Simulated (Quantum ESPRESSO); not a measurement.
Mo6AlCu, a guest atom moved from site to site

A calculation, not a measurement. The program is pw.x of Quantum ESPRESSO 7.5 (plane-wave density functional theory). The cell is made up: eight metal atoms on a face-centred cubic lattice, with elements, volume, strain and displacements drawn at random and not relaxed, so it may be unstable or far from any real phase. PseudoDojo standard norm-conserving files set the functional (PBE unless stated); there is no spin polarisation or spin-orbit coupling, the Fermi-Dirac width of 0.25 eV means electrons at about 2900 K, and the masses in the input are unused placeholders. The copper pseudopotential is less sure than most, with forces differing by about three percent and pressure by about two GPa from a second method on plain copper. A spin test at this wide smearing found no moment, but such smearing suppresses magnetism that the real alloy may have.

The runs move one Al atom among sites that otherwise hold Mo. Cell, positions, cutoff, mesh and smearing stay as in the input of run 1; sites are counted in its order. Stress in the tables is positive in tension.

Input of run 1:

```
&control calculation='scf', pseudo_dir='./dojo.nc.sr.pbe.v0_5.standard.upf', outdir='./o', disk_io='minimal', tprnfor=.true., tstress=.true. /
&system ibrav=0, nat=8, ntyp=3, nbnd=69, ecutwfc=92.02030273, nosym=.true., tot_charge=0,
 occupations='smearing', smearing='fd', degauss=0.0183746611
/
&electrons conv_thr=1.470e-08, electron_maxstep=70, mixing_beta=0.5 /
ATOMIC_SPECIES
Al 1.0 Al.upf
Cu 1.0 Cu.upf
Mo 1.0 Mo.upf
CELL_PARAMETERS angstrom
0.0263 -2.0129 -1.9927
-4.0255 2.0844 -2.0116
6.1159 6.203 -4.229
ATOMIC_POSITIONS angstrom
Mo 0.0357 0.0247 -0.0323
Al -0.0338 2.0718 -2.0808
Mo -0.005 4.1609 -4.1297
Cu 4.1289 4.1165 -4.1823
Mo -1.9911 0.0048 -2.0221
Mo -1.9193 2.0728 -4.0743
Mo 2.0822 2.066 -4.0992
Mo 2.0997 4.1746 -6.1657
K_POINTS automatic
8 5 3 1 1 1
```

```
run  elements on sites 1 to 8  free energy less that of run 1 (eV)  -TS (eV)  pressure (GPa)  stress xx (GPa)  stress yy (GPa)  stress zz (GPa)  stress yz (GPa)  stress xz (GPa)  stress xy (GPa)  iterations
  1   Mo Al Mo Cu Mo Mo Mo Mo                                0.000    -1.739          -13.38            12.17            14.02            13.95            -1.96            -1.10             0.53          22
  2   Mo Mo Al Cu Mo Mo Mo Mo                               -0.044    -1.771          -12.93            11.15            13.82            13.82            -1.28            -0.65             0.32          22
  3   Mo Mo Mo Cu Al Mo Mo Mo                               -0.077    -1.742          -12.93            11.26            13.70            13.82            -1.59            -0.97             0.35          23
  4   Mo Mo Mo Cu Mo Al Mo Mo                                0.005    -1.748          -13.56            11.97            14.34            14.37            -2.00            -1.11             0.44          22
  5   Mo Mo Mo Cu Mo Mo Al Mo                                0.057    -1.807          -11.99            12.09            12.00            11.90            -0.94            -0.98             0.72          21
  6   Mo Mo Mo Cu Mo Mo Mo Al                                0.032    -1.863          -10.68            11.55             9.61            10.87            -0.19             0.66            -0.22          25
```

Forces Fx Fy Fz (eV/Å):

| site | run 1 | run 2 | run 3 | run 4 | run 5 | run 6 |
| --- | --- | --- | --- | --- | --- | --- |
| 1 | -0.41 -0.34 0.37 | -0.65 -0.41 0.41 | -0.31 -0.29 0.24 | -0.52 -0.39 0.31 | -0.38 -0.47 0.46 | -0.23 -0.11 0.12 |
| 2 | 0.59 -0.18 0.18 | 0.40 0.01 -0.10 | 0.50 -0.34 0.27 | 0.67 -0.23 0.23 | 0.60 -0.16 0.02 | 0.73 -0.27 0.17 |
| 3 | 0.66 0.10 -0.15 | 0.64 0.06 -0.11 | 0.42 0.34 -0.41 | 0.61 0.11 -0.14 | 0.73 0.01 0.04 | 0.50 0.19 -0.23 |
| 4 | -0.10 0.01 0.05 | -0.07 0.11 -0.04 | -0.07 0.06 0.02 | -0.05 0.16 -0.10 | -0.01 0.10 -0.07 | -0.03 0.06 -0.02 |
| 5 | -0.20 -0.29 0.26 | -0.03 -0.54 0.58 | -0.21 -0.17 0.28 | -0.22 -0.29 0.30 | -0.24 -0.55 0.58 | -0.17 -0.33 0.38 |
| 6 | -0.64 0.29 -0.34 | -0.41 0.40 -0.35 | -0.38 0.03 0.04 | -0.56 0.25 -0.19 | -0.58 0.51 -0.43 | -0.68 0.32 -0.24 |
| 7 | 0.09 0.47 -0.42 | -0.13 0.36 -0.39 | 0.26 0.51 -0.50 | 0.06 0.41 -0.42 | -0.11 0.36 -0.35 | -0.10 0.17 -0.18 |
| 8 | 0.00 -0.06 0.05 | 0.25 0.01 0.00 | -0.21 -0.14 0.06 | 0.02 -0.03 0.01 | -0.02 0.20 -0.26 | -0.02 -0.03 0.00 |

The sites are displaced and not relaxed, so the energy differences mix bonding between neighbours with strain and are not ordering energies. A rerun of one cell of this series at a higher cutoff and on a denser mesh moved values by no more than 0.009 eV in energy, 0.08 GPa in stress and 0.007 eV/Å in force, and a second program with other atomic files agreed on that cell to 2 % rms in force and 0.5 GPa in pressure.